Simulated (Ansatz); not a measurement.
# La2TeI2: I vacancy

Level of theory: PBEsol, no spin polarisation, scalar-relativistic; Ansatz, plane waves to 420 eV (PAW set soft_2), k-mesh 3×2×3 shifted by half a step.

The relaxed host crystal (no gap at this level of theory):

```
I La Te
1.0
     2.23365    1.28960   10.99506
    -2.23365    1.28960   10.99506
     0.00000   -2.57919   10.99506
I La Te
2 2 1
Direct
  0.28082 0.28082 0.28082
  0.71918 0.71918 0.71918
  0.11334 0.11334 0.11334
  0.88666 0.88666 0.88666
  0.50000 0.50000 0.50000
```

Supercell of 25 atoms, rows of the matrix [[-1,2,-1],[0,1,0],[2,1,-3]] times the cell vectors; I vacancy at (0.281, 0.281, 0.281) in fractions of the cell above. Atoms are relaxed at the host's cell, from a start shaken by 0.03 Å near the defect.

Distances from the empty I site (Å), by shell of the perfect crystal:

```csv
shell,perfect crystal,"relaxed, charge 0"
3 La,3.27,3.34
```

```json
{"charge": "0", "gap of the cell on the mesh (eV)": "0.00"}
```

Formation energy of the neutral defect: 3.21 eV, taking atoms from and to the elements' standard states (no corrections for gases), so it belongs to those chemical potentials alone.

Caveats: small supercell, so energies and levels can be off by tenths of an eV; one random start near the defect, so other minima are possible.
